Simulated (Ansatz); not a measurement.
Nb (bcc, W type)

```yaml
crystal:
  lattice:
    - [-1.65147, 1.65147, 1.65147]
    - [1.65147, -1.65147, 1.65147]
    - [1.65147, 1.65147, -1.65147]
  atoms:
    - { symbol: Nb, position: [0.00000, 0.00000, 0.00000] }
```

This relaxed cell (volume V₀) is scaled evenly in all directions, its shape held. Symmetry pins the atoms to their sites.

The numbers are results of r2SCAN (plane waves to 500 eV, PAW, scalar-relativistic; Ansatz, a program for electronic structure), not measurements. k mesh 20×20×20 (Γ-centred), Fermi-Dirac smearing 0.05 eV. Compression counts positive. Nb is run without spin polarisation. Nb was relaxed with its symmetry unable to fall. The PAW data are Ansatz's earlier set.

At one point of the scan the stress tensor (GPa) is:

```
    9.8      0.0      0.0
    0.0      9.8      0.0
    0.0      0.0      9.8
```

### Question
Which point is it?
(A) V/V₀ = 0.917
(B) V/V₀ = 0.950
(C) V/V₀ = 0.967
(D) V/V₀ = 0.983

### Answer
B, V/V₀ = 0.950

(A scan under strain: stresses follow from slopes of the energy per volume, elastic moduli from its curvatures.)
